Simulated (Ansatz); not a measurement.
PbF2:
```xyz
3
Lattice="0.0000 2.9812 2.9812 2.9812 0.0000 2.9812 2.9812 2.9812 0.0000" Properties=species:S:1:pos:R:3 pbc="T T T"
Pb     0.0000     0.0000     0.0000
F      1.4906     1.4906     1.4906
F      4.4718     4.4718     4.4718
```

Relaxed with PBE+D3(BJ).

Map the electron localisation function on the plane through (0.000, 0.000, 0.000) spanned by u = [1, 0, 0] and v = [-1, 1, 1] in lattice vectors, from PBE+D3(BJ) (plane waves, PAW; program Ansatz).

x is the fraction of u, y of v (the angle between them is 90°; rows are the nearest grid lines); atoms in the plane: Pb at (0.00, 0.00), F at (0.50, 0.25), F at (0.50, 0.75).
```
|   -++-.      .-++-   |
|   -++-.      .-++-   |
|--=++:..-*##*-..:++=--|
|++++-..-#@@@@#-..-++++|
|+++-..:*@@@@@@*:..-+++|
|-::. :*@@%**%@@*: .::-|
|..   -#@@%**%@@#-   ..|
|    .-#@@@%%@@@#-.    |
|    .-*%@@@@@@%*-.    |
|     .:=+*##*+=:.     |
|       .::--::.       |
|                      |
|                      |
|       .::--::.       |
|     .:=+*##*+=:.     |
|    .-*%@@@@@@%*-.    |
|    .-#@@@%%@@@#-.    |
|..   -#@@%**%@@#-   ..|
|-::. :*@@%**%@@*: .::-|
|+++-..:*@@@@@@*:..-+++|
|++++-..-#@@@@#-..-++++|
|--=++:..-*##*-..:++=--|
|   -++-.      .-++-   |
|   -++-.      .-++-   |
```
Scale: ten equal steps from -0.002 (start of ' ') to 0.813 (end of '@'), in the order ' .:-=+*#%@'; x runs from 0.000 to 1.00, y from 0.000 (bottom) to 1.00 (top).

The density is the valence pseudo-density with augmentation charge, so density and ELF within about 1 Å of a nucleus are not all-electron values.

Space group Fm-3m (fluorite). The PBE+D3(BJ) relaxation kept the symmetry of its start; phonons on a q-mesh show no instability. Spin–orbit coupling is left out wherever it is not named.

Potentials: the later of the program's two PAW sets.
